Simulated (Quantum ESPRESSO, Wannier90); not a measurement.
# Wannier functions of GaP (wurtzite)

```
GaP
1.0
    3.84172     0.00000     0.00000
   -1.92086     3.32703     0.00000
    0.00000     0.00000     6.33293
Ga P
2 2
Direct
  0.66667   0.33333   0.50005
  0.33333   0.66667   0.00005
  0.66667   0.33333   0.87395
  0.33333   0.66667   0.37395
```

Materials Project entry mp-8882; symmetrised, unrelaxed at this level. Not found in the COD (Crystallography Open Database) copy used, which has the formula in other groups; not checked further. Method: LDA plane waves in Quantum ESPRESSO 7.5 (PseudoDojo norm-conserving files, 64 Ry, no spin polarisation, no spin-orbit coupling), Bloch states on a 12×12×6 mesh through Γ, Wannier90 4.0.1. Density: 12×12×6 mesh, cold smearing 0.01 Ry.

Valence charges of the files: Ga 13, P 5. 36 bands were computed.

Isolated groups of bands, relative to the valence-band maximum (bands from 19 on overlap up to the last one computed):

```json
[
 {"bands": "1–10", "from (eV)": "-14.92", "to (eV)": "-14.69", "filling": "filled", "weight on atomic waves": "Ga 3d 99 %"},
 {"bands": "11–12", "from (eV)": "-12.63", "to (eV)": "-9.52", "filling": "filled", "weight on atomic waves": "P 3s 53 %, Ga 4p 25 %, Ga 4s 15 %"},
 {"bands": "13–18", "from (eV)": "-7.01", "to (eV)": "0.00", "filling": "filled", "weight on atomic waves": "P 3p 60 %, Ga 4p 23 %, Ga 4s 12 %"}
]
```

Wanted is a model with the orbitals Ga s p, P s p, without the filled groups that are mainly made of other shells (semicore states, and anion s where it isn't named); all higher bands stay in for disentanglement.

Task: Give num_wann, exclude_bands and num_bands, and the number of electrons that the model holds.

Result: Electrons: 2×13 + 2×5 = 36, which fill 18 bands.
num_wann = 2×4 + 2×4 = 16.
exclude_bands = 1-10, 10 bands, so num_bands = 36 − 10 = 26.
The model holds 36 − 2×10 = 16 electrons. With the window frozen to 2.70 eV it follows pw.x to 1.4 meV rms (states up to 2.2 eV relative to the valence-band maximum).
